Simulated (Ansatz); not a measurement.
SnS (GeS type, space group Pnma)

```
SnS
1.0
   10.91250     0.00000     0.00000
    0.00000     3.95362     0.00000
    0.00000     0.00000     4.11052
Sn S
4 4
Cartesian
  6.73581   2.96521   2.43529
  9.63294   0.98840   0.38003
  4.17669   0.98840   1.67523
  1.27956   2.96521   3.73049
  3.87531   2.96521   4.01277
  1.58094   0.98840   1.95751
  7.03719   0.98840   0.09775
  9.33156   2.96521   2.15301
```

The volume is varied about the relaxed value V₀ at fixed cell shape. The atoms relax within the cell's symmetry.

Level of theory: PBEsol-D3(BJ) (plane waves to 420 eV, PAW, scalar-relativistic; Ansatz, a quantum-chemistry and plane-wave program). k mesh 3×8×8 (Γ-centred), Fermi-Dirac smearing 0.05 eV. Energies are smeared free energies. With the shape held, the modulus is that of even scaling; a crystal free to change shape is softer. SnS was relaxed with its symmetry unable to fall. The PAW data are Ansatz's earlier set. The zero of ΔE is the relaxed starting cell.

| V (Å³/atom) | ΔE (meV/atom) |
|---|---|
| 19.951 | 43.0 |
| 20.395 | 26.5 |
| 20.838 | 14.4 |
| 21.281 | 6.1 |
| 21.725 | 1.5 |
| 22.168 | 0.0 |
| 22.611 | 1.4 |
| 23.055 | 5.2 |
| 23.498 | 11.1 |
| 23.941 | 18.8 |
| 24.385 | 28.1 |

Problem. What is the fitted pressure derivative B₀′?

Solution. 5.2.

Problem. What bulk modulus at fixed cell shape B₀ follows from a third-order Birch-Murnaghan fit?

Solution. 49.7 GPa. Check by three points about V = 22.168 Å³/atom, step 0.443: d²E/dV² ≈ (1.5 − 2·0.0 + 1.4) meV / 0.443² = 0.0148 eV/Å⁶, and V·d²E/dV² × 160.2 = 52.4 GPa.

(Under strain, the slope of the energy per volume gives the stress and its curvature an elastic modulus.)
